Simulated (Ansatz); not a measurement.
Input, command and steps of an Ansatz relaxation.

```yaml
crystal:
  lattice:
    - [-2.0576270664, 2.0576270664, 4.8054390513]
    - [2.0576270664, -2.0576270664, 4.8054390513]
    - [2.0576270664, 2.0576270664, -4.8054390513]
  atoms:
    - { symbol: "Y", position: [0.0, 0.0, 0.0] }
    - { symbol: Ge, position: [0.3724003964, 0.3724003964, 0.0] }
    - { symbol: Ge, position: [0.6275996036, 0.6275996036, 0.0] }
    - { symbol: Ru, position: [0.75, 0.25, 0.5] }
    - { symbol: Ru, position: [0.25, 0.75, 0.5] }
basis:
  ecutwfc: 420
kpoints:
  mp_grid: { grid: [12, 12, 12] }
hamiltonian:
  xc: pbesol
scf:
  occupations: { method: gaussian, width: 0.1 }
output:
  forces: true
  stress: true
  eigenvalues: true
relax:
  adjacent_minimum: "off"
  f_tol: 0.01
  max_steps: 30
  cell: { stress_tol: 0.1, fix: [volume] }
```

```bash
ansatz run input.yaml --threads 1 --pin off --max-ram 2560MiB --backend cpu --events-out ev --progress --plain --runs-dir out
```

All numbers below come from DFT PBEsol, scalar-relativistic, plane waves, PAW (Ansatz 0.2.0).

The volume is held at 0.94 times that of the relaxed cell.

Of 4 frames 3 are shown, positions in Å and forces in eV/Å; the SCF threshold varies from step to step. Steps run on the plane waves of an earlier cell, with a Pulay correction in the pressure. The basis is chosen afresh for the last frame, the zero of the energies, and at times for earlier ones too; energy and pressure step there, also at an unchanged geometry.

```xyz
5
Lattice="-2.0576 2.0576 4.8054 2.0576 -2.0576 4.8054 2.0576 2.0576 -4.8054" Properties=species:S:1:pos:R:3:forces:R:3 pbc="T T T" step=1 free_energy_over_end_meV_per_atom=0.92 pressure_GPa=11.22
Y     0.0000    0.0000    0.0000    0.0000    0.0000    0.0000
Ge    0.0000    0.0000    3.5791    0.0000    0.0000    0.3172
Ge    0.0000    0.0000    6.0318    0.0000    0.0000   -0.3172
Ru    0.0000    2.0576    2.4027    0.0000    0.0000    0.0000
Ru    2.0576    0.0000    2.4027    0.0000    0.0000    0.0000
5
Lattice="-2.0576 2.0576 4.8054 2.0576 -2.0576 4.8054 2.0576 2.0576 -4.8054" Properties=species:S:1:pos:R:3:forces:R:3 pbc="T T T" step=2 free_energy_over_end_meV_per_atom=0.07 pressure_GPa=10.77
Y     0.0000    0.0000    0.0000    0.0000    0.0000    0.0000
Ge    0.0000    0.0000    3.5902    0.0000    0.0000    0.0633
Ge    0.0000    0.0000    6.0205    0.0000    0.0000   -0.0633
Ru    0.0000    2.0576    2.4027    0.0000    0.0000    0.0000
Ru    2.0576    0.0000    2.4027    0.0000    0.0000    0.0000
5
Lattice="-2.0555 2.0555 4.8155 2.0555 -2.0555 4.8155 2.0555 2.0555 -4.8155" Properties=species:S:1:pos:R:3:forces:R:3 pbc="T T T" step=4 free_energy_over_end_meV_per_atom=0.00 pressure_GPa=10.64
Y     0.0000    0.0000    0.0000    0.0000    0.0000    0.0000
Ge    0.0000    0.0000    3.6025    0.0000    0.0000   -0.0030
Ge    0.0000    0.0000    6.0285    0.0000    0.0000    0.0030
Ru    0.0000    2.0555    2.4077    0.0000    0.0000    0.0000
Ru    2.0555    0.0000    2.4077    0.0000    0.0000    0.0000
```

The run took 2.5 min on 1 thread of Arm Neoverse V1, on a shared host, peak memory 0.7 GiB.